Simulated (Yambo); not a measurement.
```
CdZnS2
1.0
    3.93567     0.00000     0.00000
   -1.96784     3.40839     0.00000
    0.00000     0.00000     6.51847
S Zn Cd
2 1 1
Cartesian
  0.00000   2.27226   5.81443
  0.00000   0.00000   2.30761
  0.00000   0.00000   6.51235
  0.00000   2.27226   3.30436
```

CdZnS2 (space group P3m1, No. 156): mean Im ε in 1 eV windows above the direct gap of 2.50 eV, for different electron-hole kernels (Yambo, broadening 0.15 eV, norm-conserving PBEsol (Quantum ESPRESSO, 102 Ry, with spin-orbit coupling) bands; 6×6×2 mesh, 12 valence and 10 conduction bands, static screening with 120 bands and a 4 Ry block, scissor 1.19 eV, Tamm-Dancoff; field along x).

```csv
window (eV),independent quasiparticles,RPA (no attraction),BSE
2.5 to 3.5,1.7,1.7,1.6
3.5 to 4.5,1.8,1.8,3.8
4.5 to 5.5,3.2,2.9,7.9
5.5 to 6.5,7.9,7.0,7.5
6.5 to 7.5,7.9,6.7,5.2
```

This run doesn't resolve bound excitons or single peaks, so only averages are given, and they too depend on the mesh; weight that the attraction moves below the gap isn't listed. All transitions below 8.39 eV are in the band window. The scissor comes from a G0W0 run whose convergence isn't established.

Geometry relaxed with PBEsol.

The structure is a Materials Project entry; no match was found in the copy of COD used, and its stability was not checked.
